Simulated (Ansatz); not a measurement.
**Fe: energy against the spiral's wave vector — Ansatz, plane waves and PAW**

Space group Im-3m (No. 229), 1 atom in the cell of the first input below: a = 2.485 Å, b = 2.485 Å, c = 2.485 Å, α = 109.47°, β = 109.47°, γ = 109.47°.

The cell was built from a prototype of a structure type listed for this element, at its measured volume, taken without relaxation (pressure -6.5 GPa with this functional, without spin–orbit coupling). Functional: PBE.

Each state is solved self-consistently from atoms in the crystal's own cell, by the generalised Bloch theorem and without spin–orbit coupling. One of the inputs (q = (0.500, -0.500, 0.500)); the others differ in the wave vector alone:

```yaml
crystal:
  lattice:
    - [-1.4350019627, 1.4350019627, 1.4350019627]
    - [1.4350019627, -1.4350019627, 1.4350019627]
    - [1.4350019627, 1.4350019627, -1.4350019627]
  atoms:
    - { symbol: Fe, position: [0.0, 0.0, 0.0], spin: 2.55, spin_axis: [1.0, 0.0, 0.0] }
basis:
  ecutwfc: 420
  ecutrho_ratio: 4
kpoints:
  mp_grid: { grid: [16, 16, 16] }
hamiltonian:
  xc: pbe
scf:
  occupations: { method: gaussian, width: 0.05 }
output:
  forces: true
  stress: false
  eigenvalues: true
  populations: true
magnetization:
  noncollinear: true
  spin_orbit: false
  spin_spiral: { q: [0.5, -0.5, 0.5] }
```

```bash
ansatz run input.yaml --threads 4 --pin off --max-ram 9216MiB --backend cpu --events-out ev --progress --plain --runs-dir out
```

Time: 41 s on 4 threads of Intel(R) Xeon(R) Processor @ 2.50GHz (Skylake/Cascade Lake), on a shared host, peak memory 0.56 GiB.

Rank these by energy, lowest first (extrapolated to zero smearing, counted from the spiral at q = 0, meV per cell).
A. q = (0.000, 0.000, 0.250)
B. q = (0.125, -0.125, 0.125)
C. q = (0.500, -0.500, 0.500)
D. q = (0.375, -0.375, 0.375)
E. q = (0.250, -0.250, 0.250)
F. q = (0.000, 0.000, 0.500)
G. q = (0.125, 0.125, 0.125)
H. q = (0.000, 0.000, 0.000)
I. q = (0.250, 0.250, 0.250)

H (0.00), B (32.99), A (69.95), G (104.35), E (158.57), I (170.47), F (218.04), D (352.79), C (460.18).

```tsv
order	meV per cell	largest spin moment, Gaussian weights (μB)
q = (0.000, 0.000, 0.000)	0.00	2.24
q = (0.500, -0.500, 0.500)	460.18	1.54
q = (0.000, 0.000, 0.500)	218.04	1.95
q = (0.250, 0.250, 0.250)	170.47	2.04
q = (0.250, -0.250, 0.250)	158.57	2.13
q = (0.000, 0.000, 0.250)	69.95	2.18
q = (0.125, 0.125, 0.125)	104.35	2.17
q = (0.125, -0.125, 0.125)	32.99	2.27
q = (0.375, -0.375, 0.375)	352.79	1.90
```

The spin moment changes by 32 % over these states, which a model of rigid moments leaves out.

Caveats: each run may end in a state that is not the lowest; only the orders listed are compared, and the order found in nature may be another, or none; the ferromagnetic state is metallic at this level, and the k-mesh was not tested.
